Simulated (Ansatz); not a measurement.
## Pressure against volume: ZnCu

Space group Pm-3m (No. 221). a = 2.945 Å, b = 2.945 Å, c = 2.945 Å, α = 90.00°, β = 90.00°, γ = 90.00°
```csv
atom,site,symmetry,x,y,z
Zn,1b,m-3m,0.5000,0.5000,0.5000
Cu,1a,m-3m,0.0000,0.0000,0.0000
```

The runs use the primitive cell with vectors (2.945, 0.000, 0.000), (0.000, 2.945, 0.000), (0.000, 0.000, 2.945) Å, to which the k mesh refers.

The geometry is COD entry 9008814, unchecked; take it as a test cell.

Methods: DFT, PBEsol, all-electron LAPW, scalar-relativistic (Ansatz 0.2.0); DFT, PBEsol, PAW with Ansatz's default frozen-core files, scalar-relativistic (Ansatz 0.2.0).

For LAPW: a Γ-centred 14×14×14 k mesh, Fermi–Dirac smearing of 0.05 eV, basis error target 0.5 meV/atom, no spin polarisation. PAW takes a cutoff of 420 eV at this cell (files made with PBE, cores remade for this functional). The Ansatz runs share mesh, smearing and spin set-up. Plane-wave (PAW) pressures include the program's estimate of the Pulay term.

The cell above is scaled evenly, with fractional coordinates and shape held.

Q: Estimate the equilibrium volume and bulk modulus that LAPW (all electrons) gives for this fixed shape.

A: V0 = 12.30 Å³/atom, B0 = 138 GPa, B0′ = 5.0, from a third-order Birch–Murnaghan fit to these pressures:
| V/V(cell) | V (Å³/atom) | P, LAPW (GPa) | P, PAW (GPa) | free energy over the lowest listed, PAW (meV/atom) |
| --- | --- | --- | --- | --- |
| 0.9400 | 12.005 | 3.50 | 3.50 | 3.0 |
| 0.9600 | 12.260 | 0.40 | 0.40 | 0.0 |
| 0.9800 | 12.516 | -2.33 | -2.33 | 1.6 |
| 0.9900 | 12.643 | -3.58 | -3.57 | 3.9 |
| 1.0000 | 12.771 | -4.75 | -4.74 | 7.3 |
| 1.0100 | 12.899 | -5.84 | -5.84 | 11.5 |
| 1.0200 | 13.026 | -6.88 | -6.88 | 16.6 |
| 1.0400 | 13.282 | -8.75 | -8.75 | 29.1 |
| 1.0600 | 13.537 | -10.40 | -10.41 | 44.3 |

PAW's V0 lies 0.00 % from the all-electron value and its B0 -0.1 %. Symmetry fixes shape and coordinates here, so this is the relaxed modulus.
